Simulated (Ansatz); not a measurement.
Nb2CS in space group P6_3/mmc (No. 194; Nb on 4f, C on 2a, S on 2d) under volume change, PBEsol (plane waves, PAW; program Ansatz), shape and atoms relaxed at each volume.

| V (Å³/atom) | E − E(relaxed) (meV/atom) | P (GPa) |
|---|---|---|
| 12.164 | (withheld) | (withheld) |
| 12.565 | 35.9 | 15.19 |
| 12.966 | 8.5 | 6.96 |
| 13.367 | 0.0 | 0.00 |
| 13.768 | 7.6 | -5.92 |
| 14.169 | (withheld) | (withheld) |
| 14.570 | 61.3 | -14.85 |

Q: Some entries are withheld; supply them.

A: 
- 12.164, E − E(relaxed) (meV/atom): 85.8
- 12.164, P (GPa): 24.90
- 14.169, E − E(relaxed) (meV/atom): 28.8
- 14.169, P (GPa): -10.89

Q: What does a third-order Birch–Murnaghan fit give for V₀, B₀ and B′?

A: V₀ = 13.37 Å³/atom, B₀ = 212 GPa, B′ = 4.7.

The workflow started from a Materials Project entry (that database holds measured and hypothetical structures alike); the Crystallography Open Database copy checked does not list it. Its standing as an ambient phase is unchecked. Symmetry was held in the PBEsol relaxation; of distortions, only those at the zone centre were tested. The run is not spin-polarised.

Potentials: the later of the program's two PAW sets.
